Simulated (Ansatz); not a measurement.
One stationary structure of ZnS. Space group P6₃mc (No. 186), AFLOW prototype AB_hP12_186_a2b_a2b (B6, as in SiC). Level of theory: PBE (plane waves to 420 eV, PAW, scalar-relativistic; Ansatz, an electronic-structure program).

```cif
data_S6Zn6
_chemical_formula_sum 'Zn6 S6'
_space_group_name_H-M_alt 'P63mc'
_space_group_IT_number 186
_space_group_name_Hall 'P 6c -2c'
_cell_length_a 3.84833
_cell_length_b 3.84833
_cell_length_c 18.87395
_cell_angle_alpha 90.000
_cell_angle_beta 90.000
_cell_angle_gamma 120.000
loop_
_atom_site_label
_atom_site_type_symbol
_atom_site_symmetry_multiplicity
_atom_site_Wyckoff_symbol
_atom_site_fract_x
_atom_site_fract_y
_atom_site_fract_z
_atom_site_occupancy
Zn1 Zn 2 a 0.00000 0.00000 0.49976 1
Zn2 Zn 2 b 0.33333 0.66667 0.33299 1
Zn3 Zn 2 b 0.66667 0.33333 0.16652 1
S1 S 2 a 0.00000 0.00000 0.37466 1
S2 S 2 b 0.33333 0.66667 0.20814 1
S3 S 2 b 0.66667 0.33333 0.04163 1
```

| Property | Result |
|---|---|
| Volume per atom | 20.17 Å³ |
| Band gap | 2.03 eV, direct at Γ (no spin-orbit coupling) |
| Shortest distances | S–Zn 2.36 Å |
| k-mesh | 8×8×2 |

Band energies at high-symmetry points (eV from the VBM; labels of this space group; no spin-orbit coupling), from −5 eV up to 6.0 eV:

```json
[
 {"point": "Γ", "energies": "-3.82 -3.81 -1.68 -1.66 -0.84 -0.84 -0.66 -0.66 -0.65 -0.65 -0.24 -0.24 -0.23 -0.23 -0.02 0.00 0.00 2.03 3.11 3.19 3.24 3.27 3.43"},
 {"point": "M", "energies": "-4.81 -4.66 -4.53 -4.26 -4.21 -2.67 -2.59 -2.14 -2.00 -1.85 -1.84 -1.83 -1.44 -1.21 -1.21 -1.05 -0.84 3.39 3.58 3.63 3.85 4.04 4.18 4.46 4.79 5.53"},
 {"point": "K", "energies": "-4.60 -4.60 -4.58 -4.48 -4.36 -4.36 -3.28 -3.28 -3.05 -2.73 -2.49 -2.49 -1.94 -1.94 -1.81 -1.48 -1.43 -1.43 4.41 4.43 4.43 5.24 5.36 5.36 5.65 5.65 5.91"},
 {"point": "A", "energies": "-4.67 -4.67 -2.79 -2.79 -0.79 -0.79 -0.79 -0.79 -0.60 -0.60 -0.45 -0.45 -0.45 -0.45 -0.06 -0.06 -0.06 -0.06 2.51 2.51 3.21 3.21 3.44 3.44"},
 {"point": "L", "energies": "-4.97 -4.97 -4.50 -4.50 -4.30 -4.30 -2.55 -2.55 -2.07 -2.07 -2.05 -2.05 -1.54 -1.54 -1.17 -1.17 -0.94 -0.94 3.36 3.36 3.85 3.85 4.13 4.13 4.67 4.67 5.68 5.68"},
 {"point": "H", "energies": "-4.59 -4.59 -4.53 -4.53 -4.38 -4.38 -3.25 -3.25 -2.91 -2.91 -2.57 -2.57 -1.82 -1.82 -1.63 -1.63 -1.49 -1.49 4.66 4.66 4.72 4.72 4.84 4.84 5.96 5.96"}
]
```

No spin polarisation in the result.

The run could not lose the symmetry of its start.

The first start was generated by placing the elements on the sites of a structure type. A measured structure of ZnS has the same space group, P6₃mc (No. 186); the sites were not compared with it.
